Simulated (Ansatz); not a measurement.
**Ti$_{2}$SnC (P6_3/mmc): electronic heat capacity and spin susceptibility from the density of states**

Level of theory: DFT r2SCAN, scalar-relativistic, plane waves, PAW (Ansatz).

Plane waves to 500 eV, a k mesh through Γ of 12×12×4 on the computed 8-atom cell and Gaussian smearing (0.10 eV); no spin polarisation.

Relaxed cell: P6_3/mmc, a = 3.166 Å, b = 3.166 Å, c = 13.717 Å, α = 90.00°, β = 90.00°, γ = 120.00°, 8 atoms in the primitive cell. Whether it is the stable form of this composition wasn't checked.

The density of states at the Fermi level is 3.370 states/eV in the cell of 8 atoms (2 formula units; both spins, tetrahedra on a 18×18×6 mesh).

**Question.** What Sommerfeld coefficient and Pauli susceptibility does this give?

**Answer.** Per formula unit N(E_F) = 1.685 states/eV. γ = (π²/3) k_B² N(E_F) N_A = 2.357 mJ/(mol K²) per state/eV, so γ = 4.0 mJ/(mol K²), a mole of formula units. χ_P = μ_B² N(E_F) N_A = 3.23×10⁻⁵ emu/mol per state/eV gives 5.4×10⁻⁵ emu/mol. This is the bare band result: a measured γ of the same phase is as a rule larger by a factor 1 + λ from phonons and spin fluctuations, the spin part of χ is larger by the Stoner factor, and a measured χ also holds orbital and core terms. N(E_F) at one energy is sensitive to the mesh where the density of states has sharp peaks.

Cost: 1 run of about 3.8 core-minutes, on Arm Neoverse V1 (shared hosts).